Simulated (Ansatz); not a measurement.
Consider the following.

GaSb:
Space group F-43m (No. 216); a = b = c = 6.1326 Å, α = β = γ = 90.00°

```csv
atom,site,symmetry,x,y,z
Ga,4a,-43m,0.0000,0.0000,0.0000
Sb,4d,-43m,0.7500,0.7500,0.7500
```
(The calculation used a cell of 2 atoms; values per cell refer to that cell.)

This is the r²SCAN-relaxed structure.

Problem. All from r²SCAN in the plane-wave PAW code Ansatz, unless another level is named. Give the Debye temperature from the elastic constants.

Solution. 270 K.

Problem. And the highest zone-centre frequency (without LO–TO term)?

Solution. 223 cm^-1.

Problem. Give the elastic constants (relaxed ions, GPa).

Solution. C11 = 86.6, C12 = 36.8, C44 = 43.5.

Symmetry was held in the r²SCAN relaxation; of distortions, only those at the zone centre were tested. Scalar-relativistic: spin–orbit coupling is off unless named, which matters more the heavier the elements.

Potentials: the earlier of the program's two PAW sets.
